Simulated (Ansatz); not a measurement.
TaAs:
```
CELL_PARAMETERS angstrom
      3.19913     0.00000     0.00000
      0.00000     3.19913     0.00000
      0.00000     0.00000     3.19913
ATOMIC_POSITIONS crystal
  Ta 0.00000 0.00000 0.00000
  As 0.50000 0.50000 0.50000
```

Relaxed with r²SCAN. Special points in fractions of this cell's reciprocal vectors: Γ (0.000, 0.000, 0.000); X (0.000, 0.500, 0.000); M (0.500, 0.500, 0.000); R (0.500, 0.500, 0.500).

Problem. List the band energies nearest the Fermi level at these points for plane-wave PAW r²SCAN with spin–orbit coupling (Ansatz code).

Solution. In eV from the Fermi level; about four levels below and three above (degenerate sets whole), none deeper than 8.9 eV; points with the same levels are listed once.

```
k                                below                          above
-  -----------------------------------  -----------------------------
Γ  -3.23 -3.23 -3.23 -3.23 -0.55 -0.55            0.19 0.19 0.19 0.19
X              -2.37 -2.37 -2.12 -2.12            2.81 2.81 3.93 3.93
M              -5.03 -5.03 -3.36 -3.36            0.16 0.16 0.37 0.37
R              -6.72 -6.72 -6.72 -6.72  1.97 1.97 3.57 3.57 3.57 3.57
```

Space group Pm-3m (CsCl type). A made-up cell: these elements were put on the sites of a structure type; neither database checked (COD, Materials Project) lists it. It is not the phase usual at ambient conditions (space group No. 109). Symmetry was held in the r²SCAN relaxation; whether a distortion lowers the energy is not shown. The run is not spin-polarised.

Potentials: the earlier of the program's two PAW sets.
